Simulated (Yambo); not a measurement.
BSE-type run in Yambo on TlBr (CsCl type, space group Pm-3m, No. 221), at zero momentum.

Quantum ESPRESSO step (PBE, PseudoDojo standard norm-conserving files, scalar-relativistic):
```
&CONTROL
  calculation = 'nscf'
  pseudo_dir = './pseudo'
  outdir = './out'
/
&SYSTEM
  ibrav = 0
  nat = 2
  ntyp = 2
  ecutwfc = 60.3
  ecutrho = 241.2
  occupations = 'fixed'
  force_symmorphic = .true.
  nbnd = 37
/
&ELECTRONS
  conv_thr = 2e-09
  diago_full_acc = .true.
  diago_thr_init = 1e-08
/
ATOMIC_SPECIES
Br 79.9040 Br.upf
Tl 204.3800 Tl.upf
CELL_PARAMETERS angstrom
  3.913675253000   0.000000000000   0.000000000000
  0.000000000000   3.913675253000   0.000000000000
  0.000000000000   0.000000000000   3.913675253000
ATOMIC_POSITIONS crystal
Br   0.500000000000   0.500000000000   0.500000000000
Tl   0.000000000000   0.000000000000   0.000000000000
K_POINTS automatic
8 8 8 0 0 0
```

Yambo input:
```
rim_cut
optics
bse
bss
dipoles
em1s
RandQpts= 1000000
RandGvec= 1 Ry
FFTGvecs= 40 Ry
Chimod= "HARTREE"
BSKmod= "SEX"
BSEmod= "resonant"
BSSmod= "hs"
BSENGexx= 15 Ry
BSENGBlk= 4 Ry
% BSEQptR
 1 | 1 |
%
% BSEBands
 7 | 15 |
%
% BEnRange
 0.0 | 10.7 | eV
%
% BDmRange
 0.15 | 0.15 | eV
%
BEnSteps= 214
% BLongDir
 1.0 | 0.0 | 0.0 |
%
BSHayTrs= -0.02
BSSNEig= 24
WRbsWF
% BndsRnXs
 1 | 32 |
%
NGsBlkXs= 4 Ry
% LongDrXs
 1.0 | 1.0 | 1.0 |
%
```

From the report:

The dimension is k points × valence × conduction bands = 512 × 4 × 5 = 10240.
```
  [SLEPC] Approach                          : Krylov-Schur
  [SLEPC] Number of requested eigenvalues   :  24
  [SLEPC] Number of eigenvalues        [NEV]:  24
   [K] Dimension                                    :  10240
   [K] Bands                                        :   7  15
   [K] Exchange res                                 : yes
   [K] Correlation res                              : yes
   [K] W interaction is bare                        : no
   [K] RL vectors exchange                          :   437
   [K] RL vectors correlation                       :   81
   [W] Matrix size                                  :   81
   [W] Bands                                        :    1   32
   [W] Coulomb Cutoff                               : none
   [W] Hxc Kernel                                   : HARTREE
```

Bands and orbitals come from the standard potentials; the scissor and the G0W0 gaps come from a run at the same geometry on the stringent ones, which hold whole semicore shells in the valence.

Spin-orbit coupling is not included.

Geometry relaxed with PBEsol.
